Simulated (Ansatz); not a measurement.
SnO$_{2}$ (rutile)

```xyz
6
Lattice="4.8276 0.0000 0.0000 0.0000 4.8276 0.0000 0.0000 0.0000 3.2379" Properties=species:S:1:pos:R:3 pbc="T T T"
Sn     0.0000     0.0000     0.0000
Sn     2.4138     2.4138     1.6190
O      1.4801     1.4801     0.0000
O      3.8939     0.9337     1.6190
O      0.9337     3.8939     1.6190
O      3.3474     3.3474     0.0000
```

Two coordinates are scanned: the volume, and the ratio of the stretch along z (the conventional c axis) to the stretch across it. Atoms keep their fractional coordinates.

All values below come from PBE (plane waves to 420 eV, PAW, scalar-relativistic; Ansatz, an electronic-structure program). k mesh 7×7×10 (Γ-centred), Fermi-Dirac smearing 0.05 eV. Compression counts positive. As the atoms are clamped, bonds stretch with the cell, which overstates energies and stresses. SnO2 was relaxed with its symmetry unable to fall. The PAW data are Ansatz's earlier set. 

| σzz − σxx (GPa) | V/V₀ = 0.920 | V/V₀ = 0.960 | V/V₀ = 1.000 | V/V₀ = 1.040 | V/V₀ = 1.080 |
|---|---|---|---|---|---|
| (c/a)/(c/a)₀ = 0.880 | 43.1 | 36.0 | 29.9 | 24.8 | ? |
| (c/a)/(c/a)₀ = 0.940 | 22.6 | 17.6 | 13.4 | 9.9 | ? |
| (c/a)/(c/a)₀ = 1.000 | 5.6 | 2.5 | 0.0 | -2.0 | -3.5 |
| (c/a)/(c/a)₀ = 1.060 | -8.5 | -9.8 | -10.7 | -11.3 | -11.6 |
| (c/a)/(c/a)₀ = 1.120 | ? | -19.8 | -19.2 | -18.5 | -17.7 |

Complete the blanks.


- (c/a)/(c/a)₀ = 0.880, V/V₀ = 1.080: 20.4
- (c/a)/(c/a)₀ = 0.940, V/V₀ = 1.080: 7.0
- (c/a)/(c/a)₀ = 1.120, V/V₀ = 0.920: -20.3

(A scan under strain: stresses follow from slopes of the energy per volume, elastic moduli from its curvatures.)
